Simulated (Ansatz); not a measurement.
With the program Ansatz at the PBEsol level (PAW), AlRu$_{2}$C in the hexagonal phase (P6_3/mmc; Al on 2d, Ru on 4f, C on 2a) relaxes to a = 2.863 Å, c = 13.329 Å. Al has 12 nearest neighbours from 2.64 Å (anticuboctahedral); C has 6 nearest neighbours from 2.09 Å (octahedral). Its formation energy from the elements is 36 meV/atom, with no fitted shifts.

Electronic character: metallic (no gap).

The relaxed-ion elastic constants in GPa are C11 = 305, C12 = 151, C13 = 197, C33 = 450, C44 = 69.9. The elastic constants imply a Debye temperature near 443 K.

The start of the workflow was typed in or built on a structure type; neither database checked (COD, Materials Project) lists it. Its standing as an ambient phase is unchecked. The PBEsol relaxation kept the symmetry of its start; whether a distortion lowers the energy is not shown. The run is not spin-polarised. As this level gives no gap, shear constants depend on the k-mesh and smearing (Fermi–Dirac, 0.1 eV here). On the denser mesh and wider smearing of the elastic run this cell carries a stress of 0.4 GPa. The references are the lowest solids computed at this level, not always the standard phases. Spin–orbit coupling is left out wherever it is not named.

Potentials: the later of the program's two PAW sets.
